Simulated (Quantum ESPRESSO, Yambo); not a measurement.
AgBr (rock salt, space group Fm-3m, No. 225): static response along x against the Γ-centred k mesh (Yambo on PBEsol (pw.x of Quantum ESPRESSO, ONCV potentials, without SOC) bands; 39 bands, 4 Ry block). The smallest direct PBEsol gap is 2.57 eV.

```csv
k mesh,"ε(0), independent particles","ε(0), RPA with local fields"
4×4×4,7.92,7.46
6×6×6,7.00,6.55
10×10×10,6.79,6.34
12×12×12,[?],[?]
```

What does the densest mesh give?


- 12×12×12, ε(0), independent particles: 6.78
- 12×12×12, ε(0), RPA with local fields: 6.33

The last step changes the RPA value by 0.1 %. Electronic response only; costs are rough.

Geometry relaxed with PBEsol; primitive cell a = 4.013 Å, b = 4.013 Å, c = 4.013 Å, α = 60.00°, β = 60.00°, γ = 60.00°.
